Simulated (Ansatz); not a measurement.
A relaxation computed with Ansatz, from input to last step.

```yaml
crystal:
  lattice:
    - [3.9874404239, 0.0, 0.0]
    - [0.0, 3.9874404239, 0.0]
    - [0.0, 0.0, 7.0319589095]
  atoms:
    - { symbol: Ga, position: [0.5, 0.5, 0.0] }
    - { symbol: P, position: [0.0, 0.0, 0.5] }
    - { symbol: Pt, position: [0.0, 0.5, 0.2903969963] }
    - { symbol: Pt, position: [0.0, 0.5, 0.7096030037] }
    - { symbol: Pt, position: [0.5, 0.0, 0.2903969963] }
    - { symbol: Pt, position: [0.5, 0.0, 0.7096030037] }
    - { symbol: Pt, position: [0.0, 0.0, 0.0] }
basis:
  ecutwfc: 500
kpoints:
  mp_grid: { grid: [10, 10, 6] }
hamiltonian:
  xc: r2scan
scf:
  occupations: { method: gaussian, width: 0.1 }
output:
  forces: true
  stress: true
  eigenvalues: true
relax:
  adjacent_minimum: "off"
  f_tol: 0.01
  max_steps: 30
  cell: { stress_tol: 0.1, fix: [volume] }
```

```bash
ansatz run input.yaml --threads 2 --pin off --max-ram 5120MiB --backend cpu --events-out ev --progress --plain --runs-dir out
```

Theory: Ansatz, DFT r2SCAN, scalar-relativistic, plane waves, PAW.

The volume is held at 1.06 times that of the relaxed cell.

Of 3 frames 3 are shown, positions in Å and forces in eV/Å; the SCF threshold varies from step to step. Steps run on the plane waves of an earlier cell, with a Pulay correction in the pressure. The basis is chosen afresh for the last frame, the zero of the energies, and at times for earlier ones too; energy and pressure step there, also at an unchanged geometry.

```xyz
7
Lattice="3.9874 0.0000 0.0000 0.0000 3.9874 0.0000 0.0000 0.0000 7.0320" Properties=species:S:1:pos:R:3:forces:R:3 pbc="T T T" step=1 free_energy_over_end_meV_per_atom=0.01 pressure_GPa=-11.79
Ga    1.9937    1.9937    0.0000    0.0000    0.0000    0.0000
P     0.0000    0.0000    3.5160    0.0000    0.0000    0.0000
Pt    0.0000    1.9937    2.0421    0.0000    0.0000    0.0122
Pt    0.0000    1.9937    4.9899    0.0000    0.0000   -0.0122
Pt    1.9937    0.0000    2.0421    0.0000    0.0000    0.0122
Pt    1.9937    0.0000    4.9899    0.0000    0.0000   -0.0122
Pt    0.0000    0.0000    0.0000    0.0000    0.0000    0.0000
7
Lattice="3.9863 0.0000 0.0000 0.0000 3.9863 0.0000 0.0000 0.0000 7.0360" Properties=species:S:1:pos:R:3:forces:R:3 pbc="T T T" step=2 free_energy_over_end_meV_per_atom=0.00 pressure_GPa=-11.78
Ga    1.9931    1.9931    0.0000    0.0000    0.0000    0.0000
P     0.0000    0.0000    3.5180    0.0000    0.0000    0.0000
Pt    0.0000    1.9931    2.0447    0.0000    0.0000    0.0013
Pt    0.0000    1.9931    4.9913    0.0000    0.0000   -0.0013
Pt    1.9931    0.0000    2.0447    0.0000    0.0000    0.0013
Pt    1.9931    0.0000    4.9913    0.0000    0.0000   -0.0013
Pt    0.0000    0.0000    0.0000    0.0000    0.0000    0.0000
7
Lattice="3.9863 0.0000 0.0000 0.0000 3.9863 0.0000 0.0000 0.0000 7.0360" Properties=species:S:1:pos:R:3:forces:R:3 pbc="T T T" step=3 free_energy_over_end_meV_per_atom=0.00 pressure_GPa=-11.78
Ga    1.9931    1.9931    0.0000    0.0000    0.0000    0.0000
P     0.0000    0.0000    3.5180    0.0000    0.0000    0.0000
Pt    0.0000    1.9931    2.0447    0.0000    0.0000    0.0013
Pt    0.0000    1.9931    4.9913    0.0000    0.0000   -0.0013
Pt    1.9931    0.0000    2.0447    0.0000    0.0000    0.0013
Pt    1.9931    0.0000    4.9913    0.0000    0.0000   -0.0013
Pt    0.0000    0.0000    0.0000    0.0000    0.0000    0.0000
```

Time: 2.3 min on 2 threads of Oxide Virtual Turin-like Processor (Zen 5), with other jobs on the host, peak memory 0.99 GiB.

Spin–orbit coupling is left out, which can shift energies with elements as heavy as these.